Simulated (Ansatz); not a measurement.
WSe2:
```cif
data_Se4W2
_chemical_formula_sum 'W2 Se4'
_space_group_name_H-M_alt 'P 1'
_space_group_IT_number 1
_cell_length_a 3.32070
_cell_length_b 3.32070
_cell_length_c 15.26895
_cell_angle_alpha 90.000
_cell_angle_beta 90.000
_cell_angle_gamma 120.000
loop_
_space_group_symop_operation_xyz
  'x, y, z'
loop_
_atom_site_label
_atom_site_type_symbol
_atom_site_fract_x
_atom_site_fract_y
_atom_site_fract_z
_atom_site_occupancy
W1 W 0.33333 0.66667 0.25000 1
W2 W 0.66667 0.33333 0.75000 1
Se1 Se 0.33333 0.66667 0.64009 1
Se2 Se 0.66667 0.33333 0.14009 1
Se3 Se 0.66667 0.33333 0.35991 1
Se4 Se 0.33333 0.66667 0.85991 1
```

Relaxed with PBE.

Q: Which orbitals make up the states near the band edges in plane-wave PAW PBE (Ansatz code)?

A: Top 1 eV of the valence band: W 5d 65 %, Se 4p 30 %. Bottom 1 eV of the conduction band: W 5d 65 %, Se 4p 29 %. Projections are on Löwdin-orthogonalised atomic valence shells; empty p or d shells of many metals are not among them.

Q: Tabulate the density of states.

A: States/eV per cell of 6 atoms, in 0.25 eV bins, energy from the valence-band maximum.

| E (eV) | total | Se 4p | W 5d | W 6s |
|---|---|---|---|---|
| -7.85 | 0.00 | 0.00 | 0.00 | 0.00 |
| -7.60 | 0.00 | 0.00 | 0.00 | 0.00 |
| -7.35 | 0.00 | 0.00 | 0.00 | 0.00 |
| -7.10 | 0.00 | 0.00 | 0.00 | 0.00 |
| -6.85 | 0.00 | 0.00 | 0.00 | 0.00 |
| -6.60 | 0.00 | 0.00 | 0.00 | 0.00 |
| -6.35 | 0.14 | 0.10 | 0.02 | 0.02 |
| -6.10 | 2.26 | 1.44 | 0.40 | 0.26 |
| -5.85 | 2.85 | 1.77 | 0.56 | 0.31 |
| -5.60 | 3.80 | 2.36 | 0.80 | 0.41 |
| -5.35 | 4.63 | 2.77 | 1.23 | 0.38 |
| -5.10 | 6.22 | 3.95 | 1.86 | 0.15 |
| -4.85 | 2.72 | 1.91 | 0.70 | 0.00 |
| -4.60 | 2.97 | 2.00 | 0.61 | 0.14 |
| -4.35 | 4.65 | 2.89 | 1.01 | 0.32 |
| -4.10 | 9.46 | 5.79 | 2.70 | 0.25 |
| -3.85 | 1.67 | 1.01 | 0.54 | 0.05 |
| -3.60 | 2.55 | 1.66 | 0.71 | 0.04 |
| -3.35 | 6.16 | 4.30 | 1.64 | 0.03 |
| -3.10 | 6.55 | 3.96 | 2.39 | 0.03 |
| -2.85 | 4.40 | 2.53 | 1.74 | 0.02 |
| -2.60 | 3.23 | 1.91 | 1.21 | 0.02 |
| -2.35 | 4.03 | 2.41 | 1.43 | 0.03 |
| -2.10 | 8.69 | 5.92 | 2.39 | 0.02 |
| -1.85 | 7.37 | 4.86 | 2.22 | 0.01 |
| -1.60 | 5.33 | 3.70 | 1.40 | 0.04 |
| -1.35 | 4.74 | 3.36 | 1.20 | 0.03 |
| -1.10 | 2.96 | 1.71 | 1.11 | 0.03 |
| -0.85 | 5.91 | 1.96 | 3.70 | 0.05 |
| -0.60 | 5.13 | 1.55 | 3.34 | 0.06 |
| -0.35 | 2.74 | 0.68 | 1.94 | 0.04 |
| -0.10 | 0.86 | 0.18 | 0.65 | 0.01 |
| 0.15 | 0.00 | 0.00 | 0.00 | 0.00 |
| 0.40 | 0.00 | 0.00 | 0.00 | 0.00 |
| 0.65 | 0.00 | 0.00 | 0.00 | 0.00 |
| 0.90 | 0.00 | 0.00 | 0.00 | 0.00 |
| 1.15 | 0.00 | 0.00 | 0.00 | 0.00 |
| 1.40 | 0.01 | 0.01 | 0.01 | 0.00 |
| 1.65 | 2.59 | 0.81 | 1.56 | 0.07 |
| 1.90 | 5.65 | 1.72 | 3.52 | 0.12 |
| 2.15 | 6.02 | 1.56 | 4.17 | 0.07 |
| 2.40 | 9.71 | 2.85 | 6.27 | 0.17 |
| 2.65 | 9.81 | 2.88 | 6.14 | 0.21 |
| 2.90 | 6.52 | 2.36 | 3.57 | 0.07 |
| 3.15 | 4.55 | 1.69 | 2.43 | 0.02 |
| 3.40 | 3.35 | 1.34 | 1.65 | 0.00 |
| 3.65 | 2.33 | 1.03 | 1.07 | 0.00 |
| 3.90 | 2.28 | 1.10 | 1.03 | 0.00 |
| 4.15 | 6.81 | 3.15 | 3.12 | 0.04 |
| 4.40 | 3.21 | 1.21 | 1.41 | 0.19 |
| 4.65 | 2.33 | 0.64 | 0.79 | 0.45 |
| 4.90 | 1.21 | 0.20 | 0.11 | 0.51 |
| 5.15 | 1.31 | 0.21 | 0.06 | 0.57 |
| 5.40 | 1.68 | 0.28 | 0.08 | 0.68 |
| 5.65 | 2.41 | 0.43 | 0.12 | 0.95 |
| 5.90 | 2.05 | 0.36 | 0.10 | 0.78 |
| 6.15 | 2.07 | 0.35 | 0.09 | 0.75 |

Space group P6_3/mmc. The PBE relaxation kept the symmetry of its start. No spin polarisation was allowed. The volume lies over 15 % above that of the usual cell of this phase: another minimum, or an error of the functional. A crystal of weakly bound layers computed without a dispersion correction: the cell and the soft elastic constants depend strongly on that. Spin–orbit coupling is left out wherever it is not named.

Potentials: the later of the program's two PAW sets.
